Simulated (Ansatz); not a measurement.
ZnS:
```cif
data_S2Zn2
_chemical_formula_sum 'Zn2 S2'
_space_group_name_H-M_alt 'P63mc'
_space_group_IT_number 186
_space_group_name_Hall 'P 6c -2c'
_cell_length_a 3.80610
_cell_length_b 3.80610
_cell_length_c 6.24474
_cell_angle_alpha 90.000
_cell_angle_beta 90.000
_cell_angle_gamma 120.000
loop_
_atom_site_label
_atom_site_type_symbol
_atom_site_symmetry_multiplicity
_atom_site_Wyckoff_symbol
_atom_site_fract_x
_atom_site_fract_y
_atom_site_fract_z
_atom_site_occupancy
Zn1 Zn 2 b 0.33333 0.66667 0.49975 1
S1 S 2 b 0.33333 0.66667 0.12545 1
```

Relaxed with r²SCAN.

Give the optical modes at the zone centre with their infrared and Raman activity from DFPT, the program Ansatz at the r²SCAN level (PAW).

Transverse frequencies, without the LO–TO term; a row sums one degenerate level.

```tsv
ω (cm⁻¹)	degeneracy	IR ((D/Å)²/amu)	Raman (Å⁴/amu)	activity	symmetry
72	2	0.00	0.12	Raman	E2
196	1	0.00	0	silent	B1
271	1	8.89	2.5	IR+Raman	A1
276	2	16.11	2.5	IR+Raman	E1
282	2	0.00	4.2	Raman	E2
339	1	0.00	0	silent	B1
```

How high does the top mode go among those that the LO–TO term moves?

342 cm⁻¹ for q along x, 342 cm⁻¹ for q along y, 343 cm⁻¹ for q along z.

Space group P6_3mc (wurtzite). Symmetry was held in the r²SCAN relaxation; phonons on a q-mesh show no instability.

Potentials: the later of the program's two PAW sets.
